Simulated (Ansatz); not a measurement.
Ba2N (space group R-3m)

```yaml
crystal:
  lattice:
    - [1.96209, 1.13281, 7.48910]
    - [-1.96209, 1.13281, 7.48910]
    - [0.00000, -2.26563, 7.48910]
  atoms:
    - { symbol: Ba, position: [0.73246, 0.73246, 0.73246] }
    - { symbol: Ba, position: [0.26754, 0.26754, 0.26754] }
    - { symbol: N, position: [0.00000, 0.00000, 0.00000] }
```

This relaxed cell (volume V₀) is scaled evenly in all directions, its shape held. The atoms relax within the cell's symmetry.

Level of theory: PBEsol (plane waves to 420 eV, PAW, scalar-relativistic; Ansatz, a quantum-chemistry and plane-wave program). k mesh 14×14×14 (Γ-centred), Fermi-Dirac smearing 0.05 eV. The energy includes the smearing's −TS. Compression counts positive. With the shape held, the modulus is that of even scaling; a crystal free to change shape is softer. Ba2N was relaxed with its symmetry unable to fall. The zero of ΔE is the relaxed starting cell. The last digit holds for this mesh only.

```csv
V (Å³/atom),ΔE (meV/atom)
29.963,24.4
30.795,13.2
31.627,5.7
32.459,1.4
33.292,0.0
34.124,1.3
34.956,5.0
35.789,10.9
36.621,withheld
```

Fit a third-order Birch-Murnaghan form (E₀, V₀, B₀, B₀′ free) to the given rows and predict ΔE at V = 36.621.

Least squares on the 8 given rows: ΔE = E₀ + (9V₀B₀/16)·y²·[2 + (B₀′ − 4)y], y = (V₀/V)^(2/3) − 1, with V₀ = 33.289 Å³/atom, B₀ = 20.48 GPa (160.2 GPa = 1 eV/Å³; the term in eV is multiplied by 1000), B₀′ = 3.01, E₀ = 0.01 meV/atom; root-mean-square residual 0.02 meV/atom. At 36.621 the fit gives 18.7 meV/atom; the calculation gives 18.8 meV/atom, so the extrapolation is off by -0.1 (-0.5 %). For the pressure the fit gives -1.7 GPa against the computed -1.7 GPa.

(A scan under strain: stresses follow from slopes of the energy per volume, elastic moduli from its curvatures.)
